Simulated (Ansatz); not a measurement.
**Si (P6/mmm), zone-centre modes**

These are results of Ansatz 0.2.0, DFT r2SCAN, scalar-relativistic, plane waves, PAW, not measurements. Cutoff 500 eV, Γ-centred 24×22×14 k-points, Gaussian smearing of 0.15 eV. No spin polarisation.

Reference structure (relaxed at this level; this form isn't the usual structure):

```
Si
1.0
     0.00000    0.00000    2.49380
     2.62900    0.00000    0.00000
     0.00000    4.55356    0.00000
Si
2
Direct
  0.00000 0.00000 0.00000
  0.00000 0.50000 0.50000
```

Harmonic modes by finite displacements of 0.02 Å, without the LO–TO term. The cell doubles the primitive one, so its zone centre also holds the primitive cell's point q = (0, 1/2, 0).

Task: At this geometry, is the structure stable against these modes?

Result: Yes: no mode is imaginary beyond 10 cm⁻¹, and only the three translations lie near zero.

Task: List the wavenumbers in cm⁻¹.

Result: 0, 0, 0, 106, 165, 285.

Cost: 1 run of about 2.3 core-minutes, on Intel Xeon Platinum 8488C (Sapphire Rapids) (shared hosts).